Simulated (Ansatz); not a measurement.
The relaxed structure here is a generated cell of TaC: the first start was made by a random draw of sites in a space group, and the end was not matched to a known phase here, so it may be hypothetical. Known forms of TaC include space group No. 225.

A relaxed structure of TaC. Space group P3₂12 (No. 153). These are PBEsol (plane waves to 420 eV, PAW, scalar-relativistic; Ansatz, a first-principles code) values and carry that method's errors.

Space group P3₂12 (No. 153); a = b = 3.639 Å, c = 6.759 Å, α = β = 90.00°, γ = 120.00°

| atom | site | symmetry | x | y | z |
|---|---|---|---|---|---|
| C | 3b | ..2 | 0.1579 | 0.8421 | 0.1667 |
| Ta | 3b | ..2 | 0.0233 | 0.5117 | 0.5000 |

```yaml
volume_per_atom: 12.92 Å³
band_gap: no gap (metallic)
shortest_distances: C–Ta 2.08 Å; Ta–Ta 2.82 Å; C–C 2.84 Å
k-mesh: 15×15×7
```

Band energies at high-symmetry points (eV from the Fermi level; labels of this space group; no spin-orbit coupling), from −5 eV up to 2.8 eV:

```
point                                                                               energies
-----  -------------------------------------------------------------------------------------
Γ      -4.87 -4.86 -4.86 -3.51 -3.51 -3.39 -2.88 -2.88 -0.69 -0.45 -0.45 1.32 1.40 2.59 2.59
M            -4.87 -4.75 -3.53 -3.48 -2.27 -1.72 -1.08 -0.99 -0.81 -0.42 1.06 1.57 2.09 2.32
K                 -4.69 -4.06 -3.87 -3.55 -3.19 -2.18 -1.86 -0.61 -0.40 -0.28 0.17 0.79 1.64
A       -4.57 -4.53 -4.53 -4.19 -4.19 -3.47 -2.76 -1.31 -1.31 -1.00 0.11 0.11 1.70 2.37 2.37
L                   -4.71 -3.76 -2.66 -2.18 -1.70 -1.58 -0.58 -0.35 0.03 0.41 0.74 1.42 2.73
H            -4.76 -4.49 -3.56 -3.52 -3.17 -1.80 -1.39 -1.25 -0.46 -0.17 0.56 0.87 0.98 2.36
H2           -4.76 -4.49 -3.56 -3.52 -3.17 -1.80 -1.39 -1.25 -0.46 -0.17 0.56 0.87 0.98 2.36
```

No spin polarisation in the result. The relaxed primitive cell holds an odd number of electrons. A magnetic state may lie lower.

The run could not lose the symmetry of its start, so the end can be a saddle point.
